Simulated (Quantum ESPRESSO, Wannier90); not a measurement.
Wannier functions of Sn (diamond)

```
begin unit_cell_cart
ang
    0.0000000000    3.2849850000    3.2849850000
    3.2849850000    0.0000000000    3.2849850000
    3.2849850000    3.2849850000    0.0000000000
end unit_cell_cart
begin atoms_frac
Sn   0.5000000000  0.5000000000  0.5000000000
Sn  -0.2500000000 -0.2500000000 -0.2500000000
end atoms_frac
```

Cell from Materials Project (mp-117), symmetrised, no further relaxation. COD (Crystallography Open Database) has the formula in 5 space groups, this one among them (matched by group alone). Method: PBEsol plane waves in Quantum ESPRESSO 7.5 (PseudoDojo norm-conserving files, 58 Ry, no spin polarisation, no spin-orbit coupling), Bloch states on a 8×8×8 mesh through Γ, Wannier90 4.0.1. Density: 12×12×12 mesh, cold smearing 0.01 Ry. Spin-orbit coupling is left out although heavy elements are present.

Functional, cutoff and mesh named above are those of the base row (1); the first column says what each row takes instead. Model: 8 functions from bands 11-25, start hydrogen-like Sn: s;p, disentangled but not localised (num_iter = 0), frozen window tied to the conduction edge or Fermi level of each row, as listed, which moves Ω_I and hoppings a little by itself. Energies are relative to the Fermi level; the misfit is to pw.x on a path, for states up to 1.0 eV relative to the Fermi level. The lattice is scaled uniformly, fractional positions fixed. The disentangled Ω_I can sit in another minimum from row to row.

```tsv
scale	frozen to (eV)	Ω_I (Å²)	rms misfit (meV)	bottom of band 11 (eV)	on-site Sn1 pz minus Sn1 s (eV)	hopping modulus Sn1 s – Sn2 s, R = 1 0 1 (eV)	hopping modulus Sn1 pz – Sn2 px, R = 1 1 1 (eV)	hopping modulus Sn1 s – Sn2 px, R = 1 0 1 (eV)
0.95	1.50	15.32	17	-11.55	6.39	1.407	1.188	1.234
0.975	1.50	15.33	12	-10.93	6.51	1.275	1.130	1.145
1	1.50	15.51	6.3	-10.37	6.59	1.153	1.072	1.062
1.025	1.50	15.54	5.9	-9.88	6.68	1.041	1.014	0.983
1.05	1.50	15.57	4.8	-9.46	6.74	0.940	0.958	0.909
```
